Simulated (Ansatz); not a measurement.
Electric field gradients in NbB₂

Computed with DFT LDA, scalar-relativistic, plane waves, PAW in Ansatz. Settings: 420 eV plane-wave cutoff, Γ-centred 18×18×12 mesh, Fermi-Dirac smearing of 0.15 eV. No spin polarisation.

The cell, relaxed at this level:
```yaml
crystal:
  lattice:
    - [3.07451, 0.00000, 0.00000]
    - [-1.53726, 2.66261, 0.00000]
    - [0.00000, 0.00000, 3.27793]
  atoms:
    - { symbol: Nb, position: [0.00000, 0.00000, 0.00000] }
    - { symbol: B, position: [0.33333, 0.66667, 0.50000] }
    - { symbol: B, position: [0.66667, 0.33333, 0.50000] }
```

In a metal these results depend on the k mesh and the smearing. Spin–orbit coupling is left out, which matters for gradients at heavy nuclei.

Question: Give V_zz (10²¹ V/m²) and the asymmetry η at each distinct site.

Answer:
```json
{"atom": "Nb (atom 1)", "V_zz": "4.93", "η": "0.00"}
{"atom": "B (atom 2)", "V_zz": "0.066", "η": "0.00"}
```

Cost: 1 run of about 0.049 core-minutes, on Intel Xeon 6975P-C (Granite Rapids) (shared hosts).